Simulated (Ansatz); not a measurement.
Computed with Ansatz, DFT PBE, scalar-relativistic, plane waves, PAW.

Structure of Be:

```
CELL_PARAMETERS angstrom
2.26497 0.00000 0.00000
-1.13248 1.96152 0.00000
0.00000 0.00000 3.56107
ATOMIC_POSITIONS crystal
Be 0.33333 0.66667 0.25000
Be 0.66667 0.33333 0.75000
```

Plane waves to 420 eV, a k mesh through Γ of 24×24×12 on the computed 2-atom cell and Gaussian smearing (0.10 eV); no spin polarisation.

Levels along Γ–M–K–Γ–A–L–H–A | L–M | H–K, in eV from the Fermi level, sorted by energy at each point. Points in fractions of the primitive reciprocal vectors: Γ (0.000 0.000 0.000), M (0.500 0.000 0.000), K (0.333 0.333 0.000), A (0.000 0.000 0.500), L (0.500 0.000 0.500), H (0.333 0.333 0.500).
| point | k (1/Å, with 2π) | band 1 | band 2 | band 3 | band 4 | band 5 |
| --- | --- | --- | --- | --- | --- | --- |
| Γ | 0.000 | -11.31 | -4.39 | 1.18 | 15.99 | 15.99 |
| - | 0.229 | -11.16 | -4.19 | 1.22 | 14.82 | 15.14 |
| - | 0.458 | -10.72 | -3.62 | 1.33 | 12.21 | 13.64 |
| - | 0.686 | -9.99 | -2.66 | 1.42 | 9.38 | 12.20 |
| - | 0.915 | -8.96 | -1.34 | 1.16 | 7.13 | 11.01 |
| - | 1.144 | -7.66 | 0.03 | 0.34 | 6.21 | 10.13 |
| - | 1.373 | -6.13 | -1.78 | 2.27 | 6.45 | 8.27 |
| M | 1.602 | -4.97 | -3.10 | 3.67 | 6.54 | 6.81 |
| - | 1.734 | -4.91 | -3.05 | 3.74 | 6.59 | 6.81 |
| - | 1.866 | -4.73 | -2.91 | 3.93 | 6.51 | 6.73 |
| - | 1.998 | -4.42 | -2.68 | 4.24 | 4.81 | 6.82 |
| - | 2.130 | -4.00 | -2.36 | 3.15 | 4.68 | 6.83 |
| - | 2.262 | -3.47 | -1.96 | 1.56 | 5.25 | 6.83 |
| - | 2.394 | -2.87 | -1.50 | 0.10 | 5.93 | 6.83 |
| K | 2.526 | -2.44 | -0.98 | -0.98 | 6.74 | 6.74 |
| - | 2.791 | -4.26 | 0.12 | 0.20 | 4.41 | 6.89 |
| - | 3.055 | -6.40 | 1.03 | 1.87 | 2.56 | 7.32 |
| - | 3.319 | -8.17 | -0.34 | 1.49 | 5.36 | 8.43 |
| - | 3.583 | -9.54 | -2.09 | 1.52 | 8.51 | 10.21 |
| - | 3.847 | -10.52 | -3.36 | 1.38 | 11.78 | 12.42 |
| - | 4.112 | -11.11 | -4.13 | 1.23 | 14.68 | 14.69 |
| Γ | 4.376 | -11.31 | -4.39 | 1.18 | 15.99 | 15.99 |
| - | 4.502 | -11.26 | -4.66 | 1.55 | 16.03 | 16.03 |
| - | 4.628 | -11.13 | -5.32 | 2.52 | 16.15 | 16.15 |
| - | 4.754 | -10.91 | -6.13 | 3.84 | 16.35 | 16.35 |
| - | 4.880 | -10.60 | -6.96 | 5.38 | 16.56 | 16.61 |
| - | 5.006 | -10.20 | -7.75 | 7.08 | 14.68 | 16.93 |
| - | 5.132 | -9.71 | -8.48 | 8.89 | 12.73 | 17.28 |
| A | 5.258 | -9.14 | -9.14 | 10.79 | 10.79 | 17.65 |
| - | 5.487 | -8.99 | -8.99 | 10.82 | 10.82 | 16.89 |
| - | 5.715 | -8.54 | -8.54 | 10.80 | 10.80 | 14.88 |
| - | 5.944 | -7.80 | -7.80 | 9.86 | 9.86 | 13.29 |
| - | 6.173 | -6.79 | -6.79 | 7.43 | 7.43 | 13.37 |
| - | 6.402 | -5.55 | -5.55 | 4.79 | 4.79 | 12.72 |
| - | 6.631 | -4.27 | -4.27 | 2.60 | 2.60 | 12.21 |
| L | 6.859 | -3.59 | -3.59 | 1.60 | 1.60 | 12.03 |
| - | 6.992 | -3.52 | -3.52 | 1.61 | 1.61 | 11.54 |
| - | 7.124 | -3.33 | -3.33 | 1.61 | 1.61 | 10.43 |
| - | 7.256 | -3.02 | -3.02 | 1.58 | 1.58 | 9.14 |
| - | 7.388 | -2.60 | -2.60 | 1.47 | 1.47 | 7.95 |
| - | 7.520 | -2.06 | -2.06 | 1.19 | 1.19 | 7.03 |
| - | 7.652 | -1.47 | -1.47 | 0.74 | 0.74 | 6.48 |
| H | 7.784 | -1.10 | -1.10 | 0.40 | 0.40 | 6.32 |
| - | 8.048 | -2.44 | -2.44 | 1.82 | 1.82 | 6.79 |
| - | 8.313 | -4.32 | -4.32 | 4.26 | 4.26 | 7.86 |
| - | 8.577 | -6.00 | -6.00 | 7.17 | 7.17 | 9.22 |
| - | 8.841 | -7.36 | -7.36 | 9.98 | 9.98 | 10.94 |
| - | 9.105 | -8.34 | -8.34 | 10.80 | 10.80 | 14.08 |
| - | 9.369 | -8.94 | -8.94 | 10.83 | 10.83 | 16.71 |
| A | 9.634 | -9.14 | -9.14 | 10.79 | 10.79 | 17.65 |
| L | 9.634 | -3.59 | -3.59 | 1.60 | 1.60 | 12.03 |
| - | 9.760 | -3.86 | -3.37 | 1.68 | 1.74 | 11.36 |
| - | 9.886 | -4.14 | -3.22 | 1.93 | 2.09 | 10.77 |
| - | 10.012 | -4.42 | -3.13 | 2.30 | 2.67 | 10.29 |
| - | 10.138 | -4.65 | -3.10 | 2.74 | 3.45 | 9.91 |
| - | 10.264 | -4.83 | -3.10 | 3.19 | 4.39 | 9.33 |
| - | 10.390 | -4.93 | -3.10 | 3.54 | 5.47 | 7.97 |
| M | 10.516 | -4.97 | -3.10 | 3.67 | 6.54 | 6.81 |
| H | 10.516 | -1.10 | -1.10 | 0.40 | 0.40 | 6.32 |
| - | 10.642 | -1.09 | -1.09 | -0.35 | 1.26 | 6.33 |
| - | 10.768 | -1.07 | -1.07 | -0.98 | 2.21 | 6.39 |
| - | 10.894 | -1.50 | -1.05 | -1.05 | 3.25 | 6.46 |
| - | 11.020 | -1.91 | -1.02 | -1.02 | 4.36 | 6.56 |
| - | 11.146 | -2.21 | -1.00 | -1.00 | 5.46 | 6.65 |
| - | 11.272 | -2.38 | -0.98 | -0.98 | 6.41 | 6.71 |
| K | 11.398 | -2.44 | -0.98 | -0.98 | 6.74 | 6.74 |

Cost: 1 run of about 0.81 core-minutes, on Arm Neoverse V2 (shared hosts).